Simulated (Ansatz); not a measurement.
Zincblende alloy of GaN and AlN (12 of 64 Ga sites exchanged), 128 atoms

Ansatz, PAW, plane waves. PBEsol relaxation of volume and atoms (shape held) at the single k point (½, ½, ½); single points on the relaxed atoms at the Γ point alone, onto which points of the small cell's zone fold. Arrangement: quasirandom. No spin–orbit coupling unless named.

Relaxed structure:

```yaml
crystal:
  lattice:
    - [0.00000, 8.95078, 8.95078]
    - [8.95078, 0.00000, 8.95078]
    - [8.95078, 8.95078, 0.00000]
  atoms:
    - { symbol: Ga, position: [0.00031, 0.00036, 0.00062] }
    - { symbol: Ga, position: [0.00026, 0.49911, 0.99977] }
    - { symbol: Ga, position: [0.00062, 0.00046, 0.49795] }
    - { symbol: Ga, position: [0.24935, 0.24996, 0.24999] }
    - { symbol: Ga, position: [0.50109, 0.50077, 0.99906] }
    - { symbol: Ga, position: [0.50106, 0.99815, 0.50001] }
    - { symbol: Ga, position: [0.75168, 0.24938, 0.24981] }
    - { symbol: Ga, position: [0.25083, 0.75011, 0.25000] }
    - { symbol: Ga, position: [0.24934, 0.25142, 0.74939] }
    - { symbol: Ga, position: [0.49961, 0.50167, 0.49913] }
    - { symbol: Ga, position: [0.74863, 0.75005, 0.25149] }
    - { symbol: Ga, position: [0.25112, 0.74993, 0.74892] }
    - { symbol: Ga, position: [0.75026, 0.74831, 0.74975] }
    - { symbol: Ga, position: [0.25035, 0.24907, 0.00067] }
    - { symbol: Ga, position: [0.50024, 0.99828, 0.24966] }
    - { symbol: Ga, position: [0.75021, 0.25089, 0.99799] }
    - { symbol: Ga, position: [0.00030, 0.49916, 0.25084] }
    - { symbol: Ga, position: [0.25115, 0.75009, 0.00004] }
    - { symbol: Ga, position: [0.99926, 0.00106, 0.74979] }
    - { symbol: Ga, position: [0.24929, 0.25140, 0.50015] }
    - { symbol: Ga, position: [0.49970, 0.50164, 0.24968] }
    - { symbol: Ga, position: [0.74748, 0.75075, 0.00083] }
    - { symbol: Ga, position: [0.50038, 0.99924, 0.75130] }
    - { symbol: Ga, position: [0.75088, 0.25055, 0.49979] }
    - { symbol: Ga, position: [0.25170, 0.74928, 0.49898] }
    - { symbol: Ga, position: [0.50177, 0.49982, 0.74916] }
    - { symbol: Ga, position: [0.00056, 0.24990, 0.00044] }
    - { symbol: Ga, position: [0.25005, 0.99992, 0.24924] }
    - { symbol: Ga, position: [0.50089, 0.24896, 0.99930] }
    - { symbol: Ga, position: [0.75086, 0.99925, 0.25052] }
    - { symbol: Ga, position: [0.99984, 0.75008, 0.00015] }
    - { symbol: Ga, position: [0.99960, 0.25101, 0.49968] }
    - { symbol: Ga, position: [0.24935, 0.50025, 0.25144] }
    - { symbol: Ga, position: [0.25011, 0.00041, 0.74984] }
    - { symbol: Ga, position: [0.49953, 0.25071, 0.50000] }
    - { symbol: Ga, position: [0.75014, 0.49985, 0.25020] }
    - { symbol: Ga, position: [0.74955, 0.00071, 0.75046] }
    - { symbol: Ga, position: [0.00043, 0.74808, 0.49995] }
    - { symbol: Ga, position: [0.24945, 0.49995, 0.74902] }
    - { symbol: Ga, position: [0.25085, 0.99942, 0.00067] }
    - { symbol: Ga, position: [0.74915, 0.00084, 0.99929] }
    - { symbol: Ga, position: [0.25056, 0.49995, 0.99973] }
    - { symbol: Ga, position: [0.25081, 0.99926, 0.49983] }
    - { symbol: Ga, position: [0.50030, 0.24994, 0.24971] }
    - { symbol: Ga, position: [0.75024, 0.50071, 0.99801] }
    - { symbol: Ga, position: [0.75110, 0.99878, 0.49935] }
    - { symbol: Ga, position: [0.99947, 0.74970, 0.25166] }
    - { symbol: Ga, position: [0.99853, 0.25246, 0.74930] }
    - { symbol: Ga, position: [0.50090, 0.24937, 0.75070] }
    - { symbol: Ga, position: [0.75033, 0.50092, 0.50167] }
    - { symbol: Ga, position: [0.00002, 0.74916, 0.74981] }
    - { symbol: Ga, position: [0.50208, 0.74918, 0.74887] }
    - { symbol: Al, position: [0.50003, 0.99826, 0.00069] }
    - { symbol: Al, position: [0.99914, 0.50095, 0.50131] }
    - { symbol: Al, position: [0.75019, 0.25087, 0.74968] }
    - { symbol: Al, position: [0.00071, 0.00007, 0.24985] }
    - { symbol: Al, position: [0.99996, 0.49987, 0.74851] }
    - { symbol: Al, position: [0.74999, 0.74828, 0.50072] }
    - { symbol: Al, position: [0.50031, 0.75064, 0.00054] }
    - { symbol: Al, position: [0.50086, 0.74996, 0.49884] }
    - { symbol: Al, position: [0.75176, 0.49982, 0.74844] }
    - { symbol: Al, position: [0.00037, 0.24899, 0.24988] }
    - { symbol: Al, position: [0.24845, 0.50022, 0.50047] }
    - { symbol: Al, position: [0.50029, 0.75078, 0.24881] }
    - { symbol: N, position: [0.06223, 0.06100, 0.06659] }
    - { symbol: N, position: [0.56093, 0.06021, 0.06105] }
    - { symbol: N, position: [0.06262, 0.56226, 0.06252] }
    - { symbol: N, position: [0.06292, 0.06263, 0.56178] }
    - { symbol: N, position: [0.31234, 0.31245, 0.31234] }
    - { symbol: N, position: [0.56149, 0.56736, 0.06080] }
    - { symbol: N, position: [0.56275, 0.06199, 0.56281] }
    - { symbol: N, position: [0.81706, 0.31133, 0.31132] }
    - { symbol: N, position: [0.06416, 0.55803, 0.56392] }
    - { symbol: N, position: [0.31700, 0.81151, 0.31079] }
    - { symbol: N, position: [0.31290, 0.31226, 0.81281] }
    - { symbol: N, position: [0.56149, 0.56693, 0.56084] }
    - { symbol: N, position: [0.81080, 0.81059, 0.31739] }
    - { symbol: N, position: [0.80949, 0.31607, 0.80876] }
    - { symbol: N, position: [0.31369, 0.81226, 0.81189] }
    - { symbol: N, position: [0.81198, 0.81240, 0.81241] }
    - { symbol: N, position: [0.06055, 0.06509, 0.30869] }
    - { symbol: N, position: [0.31314, 0.31235, 0.06217] }
    - { symbol: N, position: [0.56296, 0.06187, 0.31186] }
    - { symbol: N, position: [0.81248, 0.31273, 0.06177] }
    - { symbol: N, position: [0.06065, 0.56095, 0.31779] }
    - { symbol: N, position: [0.31724, 0.81079, 0.06140] }
    - { symbol: N, position: [0.06201, 0.06395, 0.81239] }
    - { symbol: N, position: [0.31121, 0.31705, 0.56097] }
    - { symbol: N, position: [0.56171, 0.56734, 0.31048] }
    - { symbol: N, position: [0.81162, 0.81270, 0.06302] }
    - { symbol: N, position: [0.56124, 0.06070, 0.81736] }
    - { symbol: N, position: [0.81096, 0.31224, 0.56673] }
    - { symbol: N, position: [0.06064, 0.56048, 0.81088] }
    - { symbol: N, position: [0.31757, 0.81072, 0.56065] }
    - { symbol: N, position: [0.56823, 0.56083, 0.81049] }
    - { symbol: N, position: [0.81112, 0.81017, 0.56110] }
    - { symbol: N, position: [0.06183, 0.31059, 0.06685] }
    - { symbol: N, position: [0.31229, 0.06241, 0.31231] }
    - { symbol: N, position: [0.56254, 0.31266, 0.06206] }
    - { symbol: N, position: [0.81753, 0.06083, 0.31084] }
    - { symbol: N, position: [0.06274, 0.81210, 0.06325] }
    - { symbol: N, position: [0.06070, 0.31756, 0.56060] }
    - { symbol: N, position: [0.31074, 0.56147, 0.31719] }
    - { symbol: N, position: [0.55773, 0.81400, 0.06436] }
    - { symbol: N, position: [0.31209, 0.06331, 0.81245] }
    - { symbol: N, position: [0.56294, 0.31320, 0.56218] }
    - { symbol: N, position: [0.81260, 0.56210, 0.31357] }
    - { symbol: N, position: [0.81105, 0.06751, 0.81085] }
    - { symbol: N, position: [0.06319, 0.81222, 0.56149] }
    - { symbol: N, position: [0.31332, 0.56189, 0.81170] }
    - { symbol: N, position: [0.56602, 0.80880, 0.55924] }
    - { symbol: N, position: [0.81617, 0.55897, 0.80875] }
    - { symbol: N, position: [0.31717, 0.06095, 0.06094] }
    - { symbol: N, position: [0.81231, 0.06265, 0.06227] }
    - { symbol: N, position: [0.06083, 0.31051, 0.31119] }
    - { symbol: N, position: [0.31287, 0.56232, 0.06302] }
    - { symbol: N, position: [0.31274, 0.06307, 0.56214] }
    - { symbol: N, position: [0.56350, 0.31302, 0.31177] }
    - { symbol: N, position: [0.81221, 0.56273, 0.06203] }
    - { symbol: N, position: [0.81249, 0.06223, 0.56250] }
    - { symbol: N, position: [0.06208, 0.81665, 0.31105] }
    - { symbol: N, position: [0.06075, 0.31655, 0.81186] }
    - { symbol: N, position: [0.31094, 0.56093, 0.56061] }
    - { symbol: N, position: [0.55951, 0.80929, 0.31502] }
    - { symbol: N, position: [0.56722, 0.31136, 0.81070] }
    - { symbol: N, position: [0.81485, 0.56427, 0.56424] }
    - { symbol: N, position: [0.06267, 0.81262, 0.81194] }
    - { symbol: N, position: [0.56166, 0.81050, 0.81688] }
```

Q: What are the mean bond lengths by pair (pairs within 1.2 times the sum of covalent radii, less contacts 15 % beyond the pair's median; cation–cation pairs of compounds aside; long ionic contacts are cut short by that bound)?

A: Al–N 1.898 ± 0.005 Å (standard deviation, 48 bonds); Ga–N 1.947 ± 0.005 Å (standard deviation, 208 bonds).

Q: What gap lies between the top filled and the lowest empty level in the single points?

A: HSE06 3.44 eV (67 s on NVIDIA GB300).
